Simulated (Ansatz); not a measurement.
InP (zinc blende)

```yaml
crystal:
  lattice:
    - [0.00000, 2.95351, 2.95351]
    - [2.95351, 0.00000, 2.95351]
    - [2.95351, 2.95351, 0.00000]
  atoms:
    - { symbol: P, position: [0.75000, 0.75000, 0.75000] }
    - { symbol: In, position: [0.00000, 0.00000, 0.00000] }
```

In each cell atom 2 (In, nearest neighbour P at 2.558 Å; its periodic images, 4.2 Å or more away, move with it) moves by s·(0.000, 0.000, 1.000) (along Cartesian z), the rest being held.

Computed with r2SCAN (plane waves to 500 eV, PAW, scalar-relativistic; Ansatz, a first-principles code). k mesh 8×8×8 (Γ-centred), Fermi-Dirac smearing 0.05 eV. Energies are smeared free energies. InP was relaxed with its symmetry unable to fall. The zero of ΔE is the undisplaced structure.

```tsv
s (Å)	ΔE (meV/cell)
-0.510	926
-0.408	614
-0.306	355
-0.204	withheld
-0.102	41
0.000	0
0.102	41
0.204	withheld
0.306	355
0.408	614
0.510	926
```

Q: Fit an even polynomial form (powers 2, 4) to the given rows and predict ΔE at s = -0.204.

A: Least squares on the 9 given rows: ΔE = (3920)·s² + (-1383)·s⁴, in meV/cell with s in Å; root-mean-square residual 0.2 meV/cell. At -0.204 the fit gives 161 meV/cell; the calculation gives 161 meV/cell, the same to the digits shown. The quadratic term alone would give 163 meV/cell.

(For displaced atoms, the force is minus the slope of the energy, and its curvature is a force constant, which sets phonon frequencies.)
